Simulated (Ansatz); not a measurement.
ZnCu$_{2}$SnS$_{4}$ (kesterite type, space group I-4)

```
CELL_PARAMETERS angstrom
     -2.70724     2.70724     5.41134
      2.70724    -2.70724     5.41134
      2.70724     2.70724    -5.41134
ATOMIC_POSITIONS crystal
  Cu 0.00000 0.00000 0.00000
  Cu 0.75000 0.25000 0.50000
  Zn 0.25000 0.75000 0.50000
  Sn 0.50000 0.50000 0.00000
  S  0.63529 0.62867 0.52217
  S  0.10651 0.11312 0.47783
  S  0.37133 0.89349 0.00661
  S  0.88688 0.36471 0.99339
```

This relaxed cell (volume V₀) is scaled evenly in all directions, its shape held. The atoms relax within the cell's symmetry.

Level of theory: r2SCAN (plane waves to 500 eV, PAW, scalar-relativistic; Ansatz, a program for electronic structure). k mesh 9×9×9 (Γ-centred), Fermi-Dirac smearing 0.05 eV. Stress and pressure are positive under compression. The PAW data are Ansatz's earlier set. ZnCu2SnS4 is run without spin polarisation. ZnCu2SnS4 was relaxed with its symmetry unable to fall.

At one point of the scan the stress tensor (GPa) is:

```
  -2.75     0.00     0.00
   0.00    -2.75     0.00
   0.00     0.00    -2.76
```

Q: Which point is it?
A) V/V₀ = 1.020
B) V/V₀ = 1.040
C) V/V₀ = 1.010
D) V/V₀ = 1.050

A: B, V/V₀ = 1.040

(Under strain, the slope of the energy per volume gives the stress and its curvature an elastic modulus.)
